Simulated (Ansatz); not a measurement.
Data:

TaAs:
```
TaAs
1.0
    3.21549     0.00000     0.00000
    0.00000     3.21549     0.00000
    0.00000     0.00000     3.21549
Ta As
1 1
Direct
  0.00000   0.00000   0.00000
  0.50000   0.50000   0.50000
```

This is the PBE-relaxed structure.

Q: All from the program Ansatz at the PBE level (PAW), unless another level is named. Give the electronic character.

A: metallic (no gap).

Q: Predict the density of states at the Fermi level.

A: 0.33 states/eV per atom (mean over ±0.08 eV).

Q: Next, the gap with spin–orbit coupling?

A: none (metallic).

Space group Pm-3m (CsCl type). A made-up cell: these elements were put on the sites of a structure type; neither database checked (COD, Materials Project) lists it. It is not the phase usual at ambient conditions (space group No. 109). Symmetry was held in the PBE relaxation; whether a distortion lowers the energy is not shown. No spin polarisation was allowed. Spin–orbit coupling is left out wherever it is not named.

Potentials: the earlier of the program's two PAW sets.
